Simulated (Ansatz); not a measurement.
NaF (rock salt)

```
NaF
1.0
    0.00000     4.70157     4.70157
    2.35078     2.35078     4.70157
    2.35078     2.35078     0.00000
F Na
2 2
Cartesian
  0.00000   0.00000   0.00000
  2.35078   4.70157   2.35078
  2.35078   2.35078   2.35078
  2.35078   4.70157   4.70157
```

A phonon eigenvector at X = (0.5, 0.5, 0.0) is frozen into this cell: atom i moves by Q times the vector below, so Q is the largest atomic displacement, in Å. The cell is held. It is one choice among 2 degenerate patterns. (q is in reciprocal vectors of the primitive cell; the cell shown is doubled to hold the pattern.)

```json
[
 {"atom": "F1", "x": "0.000", "y": "-0.845", "z": "0.000"},
 {"atom": "F2", "x": "0.000", "y": "0.845", "z": "0.000"},
 {"atom": "Na3", "x": "0.000", "y": "1.000", "z": "0.000"},
 {"atom": "Na4", "x": "0.000", "y": "-1.000", "z": "0.000"}
]
```

The numbers are results of PBE (plane waves to 420 eV, PAW, scalar-relativistic; Ansatz, a first-principles code), not measurements. k mesh 12×12×12 (Γ-centred), Fermi-Dirac smearing 0.05 eV. NaF was relaxed with its symmetry unable to fall. The relaxed volume of NaF is well above the measured one; the method has no dispersion term.

At one point of the scan the forces (eV/Å) are:

```tsv
atom	Fx	Fy	Fz
F1	0.000	0.282	0.000
F2	0.000	-0.282	0.000
Na3	0.000	-0.399	0.000
Na4	0.000	0.399	0.000
```

### Question
Which point is it?
(A) Q = 0.047 Å
(B) Q = 0.280 Å
(C) Q = 0.233 Å
(D) Q = 0.140 Å

### Answer
C, Q = 0.233 Å

(A displaced cell: forces are minus the slopes of the energy, force constants its curvatures, and phonons follow from these.)
